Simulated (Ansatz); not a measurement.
The relaxed structure here is a generated cell of Sr4As2O: the first start was made by placing the elements on the sites of a structure type, and the end was not matched to a known phase here, so it may be hypothetical.

A relaxed structure of Sr₄As₂O. Calculation: r2SCAN (plane waves to 500 eV, PAW, scalar-relativistic; Ansatz, a first-principles code).

```xyz
7
Lattice="7.2136 0.0000 0.0000 0.0000 7.2136 0.0000 0.0000 0.0000 4.6937" Properties=species:S:1:pos:R:3 pbc="T T T"
As     3.6068     0.0000     1.4267
As     0.0000     3.6068     3.2670
O      3.6068     3.6068     0.0000
Sr     4.7755     5.4866     3.7569
Sr     5.4866     2.4381     0.9368
Sr     2.4381     1.7270     3.7569
Sr     1.7270     4.7755     0.9368
```

Determine the symmetry and give the standard cell with its independent sites.

Space group P-4 (No. 81); a = b = 7.214 Å, c = 4.694 Å, α = β = γ = 90.00°

| atom | site | symmetry | x | y | z |
|---|---|---|---|---|---|
| As | 2g | 2.. | 0.5000 | 0.0000 | 0.3040 |
| O | 1c | -4.. | 0.5000 | 0.5000 | 0.0000 |
| Sr | 4h | 1 | 0.2394 | 0.6620 | 0.1996 |

Give the shortest distances between elements (the closest pairs, up to four, under 3.6 Å).

O–Sr 2.40 Å; As–Sr 3.12 Å.

The volume per atom is 34.89 Å³ and the band gap is 0.77 eV, direct at Γ (no spin-orbit coupling).

No spin polarisation in the result.

It was reached from a disturbed copy of a I-4 (No. 82) cell, against which it lies -344 meV/atom.
